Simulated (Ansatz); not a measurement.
The start is a generated cell, GaSb placed in the zincblende structure type. The structure is fully relaxed (lattice and positions, P = 0) with r2SCAN (plane waves to 500 eV, PAW, scalar-relativistic; Ansatz, an electronic-structure program). First-step values are on the input's coarse k-mesh.

Ansatz input (later rounds restart from its end on a renewed k-mesh):
Ansatz 0.2 input:
```yaml
crystal:
  lattice:
    - [0, 3.066221, 3.066221]
    - [3.066221, 0, 3.066221]
    - [3.066221, 3.066221, 0]
  atoms:
    - { symbol: Sb, position: [0.75, 0.75, 0.75] }
    - { symbol: Ga, position: [0, 0, 0] }
basis: { ecutwfc: 500, ecutrho_ratio: 4, xc_grid: 4, fft_grid_basis: typed }
kpoints: { mp_grid: { grid: [9, 9, 9] } }
hamiltonian:
  xc: r2scan
  dispersion: none
  pseudopotentials: { kind: paw }
scf: { occupations: { method: fermi_dirac, width: 0.05 } }
relax: { f_tol: 0.01, max_steps: 100, cell: { stress_tol: 0.02 } }
output: { forces: true, stress: true }
```

Q: How much energy is released per atom?

A: Under 1 meV/atom.

Q: Write out the relaxed structure.

A: 
```cif
data_Ga4Sb4
_chemical_formula_sum 'Sb4 Ga4'
_space_group_name_H-M_alt 'F-43m'
_space_group_IT_number 216
_space_group_name_Hall 'F -4 2 3'
_cell_length_a 6.13244
_cell_length_b 6.13244
_cell_length_c 6.13244
_cell_angle_alpha 90.000
_cell_angle_beta 90.000
_cell_angle_gamma 90.000
loop_
_atom_site_label
_atom_site_type_symbol
_atom_site_symmetry_multiplicity
_atom_site_Wyckoff_symbol
_atom_site_fract_x
_atom_site_fract_y
_atom_site_fract_z
_atom_site_occupancy
Sb1 Sb 4 c 0.25000 0.25000 0.25000 1
Ga1 Ga 4 a 0.00000 0.00000 0.00000 1
```
(The calculation used a cell of 2 atoms; values per cell refer to that cell.)

The space group stays F-43m (No. 216) (the run could not lower it); the end is zinc blende type, with 2 atoms in the primitive cell. Final values are on a 13×13×13 k-mesh of the relaxed cell. No spin polarisation in the result.

The run could not lose the symmetry of its start; a randomly shaken copy of 2 atoms returns to this structure.

All atoms sit on sites fixed by symmetry, so only the cell could relax.
